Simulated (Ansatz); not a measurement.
According to LDA (plane waves, PAW; program Ansatz), Al$_{2}$Cu in the tetragonal phase (I4/mcm; Al on 8h, Cu on 4a) relaxes to a = 5.936 Å, c = 4.781 Å. Against the elements it lies at -0.19 eV/atom, with no fitted shifts.

Electronic character: metallic (no gap).

The bulk modulus is 115 GPa. The highest mode at Γ lies at 331 cm⁻¹.

The cell was relaxed with LDA under the symmetry of its start; of distortions, only those at the zone centre were tested. The run is not spin-polarised. As this level gives no gap, phonon frequencies hold no LO–TO term and depend on the k-mesh and smearing (Fermi–Dirac, 0.1 eV here). Axis ratios of metals converge slowly with the k-mesh, so a and c are less sure than the volume. The references are the lowest solids computed at this level, not always the standard phases.

Potentials: the later of the program's two PAW sets.
